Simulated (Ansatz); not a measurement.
SnSe (Pnma), relaxed with LDA (Ansatz, a first-principles code, plane waves, PAW): a = 11.334 Å, b = 4.118 Å, c = 4.312 Å, α = β = γ = 90.00°.

```
Quantity                              Result
------------------------------------  ------
gap (eV)                                0.33
ΔH_f (eV/atom)                         -0.43
K_Hill (GPa)                            41.6
G_Hill (GPa)                            23.9
highest Γ mode, no LO–TO term (cm⁻¹)     181
electron conductivity mass (mₑ)        0.099
Θ_D (K)                                  216
```

Problem. The same phase is relaxed and computed with r²SCAN+D4 in the same code. What are the cell and these values now?

Solution. a = 11.676 Å, b = 4.123 Å, c = 4.649 Å, α = β = γ = 90.00°.

* **gap (eV)**: 0.98
* **ΔH_f (eV/atom)**: -0.48
* **K_Hill (GPa)**: 24.0
* **G_Hill (GPa)**: 16.6
* **highest Γ mode, no LO–TO term (cm⁻¹)**: 195
* **electron conductivity mass (mₑ)**: 0.25
* **Θ_D (K)**: 182

Weakly bound layers, chains or molecules computed without a dispersion correction, so cells and soft constants are ill determined: SnSe, Pnma (Se on 4c, Sn on 4c) with LDA. All cells were relaxed under the symmetry of their starts (and spin orders); stability against distortions was not tested throughout. Scalar-relativistic: spin–orbit coupling is off unless named, which matters more the heavier the elements.

Potentials: the later of the program's two PAW sets.

Ansatz is a plane-wave DFT program.

Formation energies count from the lowest solids of the elements computed at the same level, not from gases.
